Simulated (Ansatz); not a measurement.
BW (Cmcm): electronic heat capacity and spin susceptibility from the density of states

Level of theory: Ansatz, DFT r2SCAN, scalar-relativistic, plane waves, PAW.

Cutoff 500 eV; k points 14×14×14 on the computed 4-atom cell (Γ-centred); Gaussian smearing, width 0.10 eV; no spin polarisation.

Relaxed cell: Cmcm, a = 3.162 Å, b = 8.457 Å, c = 3.095 Å, α = 90.00°, β = 90.00°, γ = 90.00°, 4 atoms in the primitive cell. Whether it is the stable form of this composition wasn't checked.

The density of states at the Fermi level is 1.549 states/eV in the cell of 4 atoms (2 formula units; both spins, tetrahedra on a 21×21×21 mesh).

Task: What Sommerfeld coefficient and Pauli susceptibility does this give?

Result: Per formula unit N(E_F) = 0.775 states/eV. γ = (π²/3) k_B² N(E_F) N_A = 2.357 mJ/(mol K²) per state/eV, so γ = 1.8 mJ/(mol K²), a mole of formula units. χ_P = μ_B² N(E_F) N_A = 3.23×10⁻⁵ emu/mol per state/eV gives 2.5×10⁻⁵ emu/mol. This is the bare band result: a measured γ of the same phase is as a rule larger by a factor 1 + λ from phonons and spin fluctuations, the spin part of χ is larger by the Stoner factor, and a measured χ also holds orbital and core terms. N(E_F) at one energy is sensitive to the mesh where the density of states has sharp peaks.

Spin-orbit coupling is left out, which matters for the bands of heavy elements.

Cost: 1 run of about 3.6 core-minutes, on Arm Neoverse V1 (shared hosts).